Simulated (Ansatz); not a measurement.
MgO:
```
CELL_PARAMETERS angstrom
      0.00000     2.10211     2.10211
      2.10211     0.00000     2.10211
      2.10211     2.10211     0.00000
ATOMIC_POSITIONS crystal
  O  0.00000 0.00000 0.00000
  Mg 0.50000 0.50000 0.50000
```

Relaxed with r²SCAN.

**Question.** Map the valence electron density (e/Å³), cut off at 5 on the plane through (0.000, 0.000, 0.000) spanned by u = [1, 0, 0] and v = [0, 1, -1] in lattice vectors, from DFT-r²SCAN in the program Ansatz with PAW potentials.

**Answer.** x is the fraction of u, y of v (the angle between them is 90°; rows are the nearest grid lines); atoms in the plane: O at (0.00, 0.00), Mg at (0.50, 0.50).
```
|@@@=.       .=@@@|
|@@%=.       .=%@@|
|@%+:.       .:+%@|
|==:.         .:==|
|...           ...|
|      .-+-.      |
|     .#@@@#.     |
|     -@@@@@-     |
|     +@@@@@+     |
|     -@@@@@-     |
|     .#@@@#.     |
|      .-+-.      |
|...           ...|
|==:.         .:==|
|@%+:.       .:+%@|
|@@%=.       .=%@@|
|@@@=.       .=@@@|
```
Scale: ten equal steps from 0.113 (start of ' ') to 5.00 (end of '@'), in the order ' .:-=+*#%@'; x runs from 0.000 to 1.00, y from 0.000 (bottom) to 1.00 (top).

The density is the valence pseudo-density with augmentation charge, so density and ELF within about 1 Å of a nucleus are not all-electron values.

Space group Fm-3m (rock salt). The cell was relaxed with r²SCAN under the symmetry of its start.

Potentials: the later of the program's two PAW sets.
